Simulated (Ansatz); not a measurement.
Cu Kα1 powder pattern (kinematic, no thermal factors).
2θ (°) (relative intensity): 14.50 (2), 16.22 (6), 20.56 (2), 25.25 (21), 26.30 (3), 29.24 (50), 29.24 (100), 32.78 (1), 33.61 (2), 36.01 (1), 39.73 (2), 41.82 (75), 41.82 (38), 49.48 (4), 49.48 (7), 51.84 (40), 60.63 (6), 60.63 (12), 66.74 (3), 66.74 (1), 68.71 (17), 68.71 (17), 68.72 (17), 76.37 (13), 76.37 (25), 81.95 (2)

The pattern is computed from a structure relaxed with DFT PBE, scalar-relativistic, plane waves, PAW in Ansatz. No spin polarisation. Its elements are Pb, Se, Sn.

Task: Give the structure.

Result: Sn₃PbSe₄.
Space group I4/mmm (No. 139). a = 6.104 Å, b = 6.104 Å, c = 12.209 Å, α = 90.00°, β = 90.00°, γ = 90.00°
| atom | site | symmetry | x | y | z |
| --- | --- | --- | --- | --- | --- |
| Sn | 4d | -4m2 | 0.0000 | 0.5000 | 0.2500 |
| Sn | 2b | 4/mmm | 0.5000 | 0.5000 | 0.0000 |
| Pb | 2a | 4/mmm | 0.0000 | 0.0000 | 0.0000 |
| Se | 4e | 4mm | 0.5000 | 0.5000 | 0.2464 |
| Se | 4c | mmm. | 0.0000 | 0.5000 | 0.0000 |

A pattern alone doesn't exclude other cells with like lines; this is the one computed.

The cell was found from a structure generator's guess, not taken from experiment.
